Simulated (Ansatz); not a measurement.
Mg2ZnO3:
```xyz
6
Lattice="2.9912 0.0000 0.0000 -1.4956 2.5905 0.0000 0.0000 0.0000 7.3061" Properties=species:S:1:pos:R:3 pbc="T T T"
Mg     0.0000     1.7270     4.8653
Mg     1.4956     0.8635     2.4408
Zn     0.0000     0.0000     0.0000
O      0.0000     1.7270     1.2547
O      1.4956     0.8635     6.0514
O      0.0000     0.0000     3.6530
```

Cartesian axes are those of the cell as given.

Q: Give the high-frequency dielectric tensor and the Born effective charge tensors of the independent atoms from DFPT, DFT-r²SCAN in the program Ansatz with PAW potentials.

A: 
ε∞:
```
3.48  0.00  0.00
0.00  3.48  0.00
0.00  0.00  3.41
```
Z* of atom 1 (Mg), rows: field, columns: displacement, in e:
```
2.00  0.00  0.00
0.00  2.00  0.00
0.00  0.00  2.20
```
Z* of atom 3 (Zn), rows: field, columns: displacement, in e:
```
2.35  0.00  0.00
0.00  2.35  0.00
0.00  0.00  1.86
```
Z* of atom 4 (O), rows: field, columns: displacement, in e:
```
-2.17   0.00   0.00
 0.00  -2.17   0.00
 0.00   0.00  -2.02
```
Z* of atom 6 (O), rows: field, columns: displacement, in e:
```
-2.00   0.00   0.00
 0.00  -2.00   0.00
 0.00   0.00  -2.22
```

Static charges for comparison (Bader): Mg1 +1.75, Zn3 +1.32, O4 -1.54, O6 -1.74 e. Born charges measure polarisation by displacement and can exceed these by far.

Space group P-3m1. The workflow started from a Materials Project entry (that database holds measured and hypothetical structures alike); the Crystallography Open Database copy checked does not list it. With Mg and Zn taken as one species the cell has the higher symmetry Fm-3m, so it may be an ordered model of a mixed-site phase. Its standing as an ambient phase is unchecked. Symmetry was held in the r²SCAN relaxation; whether a distortion lowers the energy is not shown.

Potentials: the later of the program's two PAW sets.
